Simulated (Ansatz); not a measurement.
All numbers below come from DFT PBE, scalar-relativistic, plane waves, PAW in Ansatz 0.2.0. Settings: cutoff 420 eV, Γ-centred meshes spaced at most about 0.3 Å⁻¹ (2π included), Gaussian smearing. No spin polarisation in the final relaxations.

Temperature and zero-point effects are left out. All come from trial cells, and lower structures may exist.

Problem. Which of these relaxed structures of Al2BP3 is the lowest in energy?
1.

```
CELL_PARAMETERS angstrom
3.65233 0.00000 0.00000
-1.82616 3.16301 0.00000
0.00000 0.00000 18.49603
ATOMIC_POSITIONS crystal
Al 0.33333 0.66667 0.01233
Al 0.33333 0.66667 0.33435
Al 0.33333 0.66667 0.65616
Al 0.66667 0.33333 0.83413
B 0.66667 0.33333 0.17563
B 0.66667 0.33333 0.49757
P 0.33333 0.66667 0.14181
P 0.33333 0.66667 0.46373
P 0.33333 0.66667 0.78376
P 0.66667 0.33333 0.28338
P 0.66667 0.33333 0.60531
P 0.66667 0.33333 0.96186
```

2.

```
CELL_PARAMETERS angstrom
-1.81153 1.81153 8.05548
1.81153 -1.81153 8.05548
1.81153 1.81153 -8.05548
ATOMIC_POSITIONS crystal
Al 0.84075 0.84075 0.00000
Al 0.15925 0.15925 0.00000
B 0.50000 0.50000 0.00000
P 0.56680 0.06680 0.50000
P 0.25000 0.75000 0.50000
P 0.93320 0.43320 0.50000
```

Solution. 2. It has Al and B ordered on zinc blende sites, space group I-4m2 (No. 119); the next, 1, with Al and B ordered on wurtzite sites, space group P3m1 (No. 156), lies 38 meV/atom higher. Counting P atoms around Al and B (those within 1.25 times the shortest such distance or 1.15 times the sum of covalent radii; a plus sign parts nearer from farther groups), the lowest has Al 4, B 4 and the next has Al 4, B 1+3.

With atoms moved at random, P3m1 came back. Other cells relaxed within their symmetry can be saddle points. Some structure types and database cells were kept out of the candidates from the start, so a known form may be missing.
